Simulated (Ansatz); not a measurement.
A geometry of MoRu away from equilibrium: step 3 of the relaxation of a relaxed MoRu cell displaced along its unstable phonon at q = Γ (186i cm⁻¹), largest move 0.15 Å. These are PBE (plane waves to 420 eV, PAW, scalar-relativistic; Ansatz, a program for electronic structure) values and carry that method's errors. Γ-centred k-mesh 9×9×7 on the run's cell (coarser than for final values), Fermi–Dirac smearing 0.05 eV. The plane waves were selected for a different cell earlier on the path.

```xyz
4
Lattice="4.1296 0.0000 0.0000 -2.0648 3.5763 0.0000 0.0000 0.0000 5.0501" Properties=species:S:1:pos:R:3 pbc="T T T"
Ru     0.0000     2.3842     0.8998
Ru     2.0648     1.1921     4.1503
Mo     0.0000     2.3842     3.3499
Mo     2.0648     1.1921     1.7002
```

What forces act on the atoms (eV/Å)?


```json
[
 {"atom": "Ru1", "Fx": "0.00", "Fy": "0.00", "Fz": "-0.41"},
 {"atom": "Ru2", "Fx": "0.00", "Fy": "0.00", "Fz": "0.41"},
 {"atom": "Mo3", "Fx": "0.00", "Fy": "0.00", "Fz": "0.63"},
 {"atom": "Mo4", "Fx": "0.00", "Fy": "0.00", "Fz": "-0.63"}
]
```

The path ends in P-3m1 (No. 164). No spin polarisation in the result.

The run could not lose the symmetry of its start, so the end can be a saddle point.

The end of the path is a generated cell of MoRu: the first start was made by placing the elements on the sites of a structure type, and the end was not matched to a known phase here, so it may be hypothetical.
